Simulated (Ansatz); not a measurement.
A geometry of HfO2 away from equilibrium: the start of the relaxation of a relaxed HfO2 cell displaced along its unstable phonon at q = Γ (182i cm⁻¹), largest move 0.15 Å. Level of theory: PBE (plane waves to 420 eV, PAW, scalar-relativistic; Ansatz, an electronic-structure program). Γ-centred k-mesh 9×9×2 on the run's cell (coarser than for final values), Fermi–Dirac smearing 0.05 eV.

```xyz
6
Lattice="3.1204 0.0000 0.0000 -1.5602 2.7023 0.0000 0.0000 0.0000 10.8507" Properties=species:S:1:pos:R:3 pbc="T T T"
Hf     0.0000     1.8016     2.7127
Hf     1.5602     0.9008     8.1380
O      0.0000     1.9516     6.9737
O      1.5602     0.7508     1.5484
O      1.5602     1.0508     3.8770
O      0.0000     1.6516     9.3023
```

**Question.** Which atoms carry the largest force, and which way does it point?

**Answer.** 0.40 eV/Å, on Hf1, Hf2 (atoms numbered as listed); on Hf2 its components are (0.00, 0.40, 0.06).

**Question.** What is the pressure?

**Answer.** +1.4 GPa, compression positive.

**Question.** How far above the relaxed end point is this geometry?

**Answer.** 0.54 eV/atom; the path ends in Cmc2₁ (No. 36) at a tolerance of 0.01 Å, P6₃mc (No. 186) at 0.1 Å.

No spin polarisation in the result. No dispersion correction is included, so spacings between layers, chains or molecules are soft and tend to come out too large.

The run could not lose the symmetry of its start, so the end can be a saddle point.

The end of the path is a generated cell of HfO2: the first start was made by placing the elements on the sites of a structure type, and the end was not matched to a known phase here, so it may be hypothetical. Known forms of HfO2 include space group No. 14, 29, 137, 225.
